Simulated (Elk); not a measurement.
TbTl (Pm-3m), DFT, LDA (Perdew-Wang)+U, all-electron APW+lo, Dirac cores, scalar-relativistic bands with second-variational spin-orbit coupling (Elk 11.2.3 with local patches).

Command: `OMP_NUM_THREADS=2 elk`

```
tasks
  0
  15

xctype
  3

rgkmax
  7.5

gmaxvr
  14.0

lmaxapw
  9

lmaxo
  7

lmaxi
  2

nrmtscf
  1.5

nempty
  14

epspot
  1e-06

epsengy
  1e-05

maxscl
  160

lradstp
  4

swidth
  0.0018375

reducebf
  0.5

spinpol
  .true.

cmagz
  .true.

spinorb
  .true.

sppath
  './'

avec
  7.10537022859 0.00000000000 0.00000000000
  0.00000000000 7.10537022859 0.00000000000
  0.00000000000 0.00000000000 7.10537022859

atoms
  2
  'Tb.in'
  1
  0.000000000000 0.000000000000 0.000000000000   0.00000 0.00000 -0.50000
  'Tl.in'
  1
  0.500000000000 0.500000000000 0.500000000000   0.00000 0.00000 0.00000

ngridk
  8 8 8

dft+u
  1 1
  1 3 0.128623 0.018375

wplot
  90 100 1
  0 0.33
```

Q: How does this run end?

A: No converged result was reached.
```
┌─────────────────────────────────┐
│ Elk code version 11.2.3 started │
└─────────────────────────────────┘

┌──────────────────┐
│ Current task : 0 │
└──────────────────┘

[remarks of the patched build are left out]
Warning(gndstate): failed to reach self-consistency after 160 loops

[remarks of the patched build are left out]
┌───────────────────┐
│ Current task : 15 │
└───────────────────┘

[remarks of the patched build are left out]
Info(writelsj):
 muffin-tin L, S and J expectation values written to LSJ.OUT

┌──────────────────┐
│ Elk code stopped │
└──────────────────┘

--- INFO.OUT, end ---
1                    :    4.959716954
  species : 2 (Tl)
   atom 1                    :   0.2538999334E-01
 total in muffin-tins        :    4.985106947
 total moment                :    5.099927472

RMS change in Kohn-Sham potential (target) :   0.2999588457     (  0.1000000000E-05)
Absolute change in total energy (target)   :   0.8639836676     (  0.1000000000E-04)

┌───────────────────┐
│ Loop number : 160 │
└───────────────────┘

Reached self-consistent loops maximum

Energies :
 Fermi                       :     0.24285887811545
 sum of occupied eigenvalues :     -19720.093404131
 electron kinetic            :      36310.746165189
 core electron kinetic       :      35821.628085966
 Coulomb                     :     -67680.558527371
 Coulomb potential           :     -55175.358711436
 nuclear-nuclear             :     -2747.7439684420
 electron-nuclear            :     -74745.124165945
 Hartree                     :      9812.3096070167
 Madelung                    :     -40092.879171653
 xc potential                :     -855.12668732982
 xc effective B-field        :    -0.32598924944128
 external B-field            :      0.0000000000000
 exchange                    :     -606.42360504422
 correlation                 :     -15.034971614164
 DFT+U                       :     0.50327373540277
 electron entropic           :    -0.34405838530217E-03
 total energy                :     -31990.768009163
 (external B-field energy excluded from total)

Density of states at Fermi energy :    28.09988253
 (states/Hartree/unit cell)

Estimated indirect band gap :   0.9533752414E-03
 from k-point 13 to k-point 57
Estimated direct band gap   :   0.7251620602E-02
 at k-point 48

Charges :
 core                        :    108.0000000
 valence                     :    38.00000000
 interstitial                :    2.727945107
 muffin-tins (core leakage)
  species : 1 (Tb)
   atom 1                    :    63.55794404     (  0.6263522266E-05)
  species : 2 (Tl)
   atom 1                    :    79.71411085     (  0.3560279593E-04)
 total in muffin-tins        :    143.2720549
 total calculated charge     :    145.9998462
 total charge                :    146.0000000
 error                       :   0.1537966599E-03

Moments :
 interstitial                :   0.1168699889
 muffin-tins
  species : 1 (Tb)
   atom 1                    :    4.964862186
  species : 2 (Tl)
   atom 1                    :   0.2480456101E-01
 total in muffin-tins        :    4.989666747
 total moment                :    5.106536736

┌──────────────────────────────┐
│ Self-consistent loop stopped │
└──────────────────────────────┘

Warning : forces or DFT+U at lmaxo under 8 : 7

Wrote STATE.OUT
```
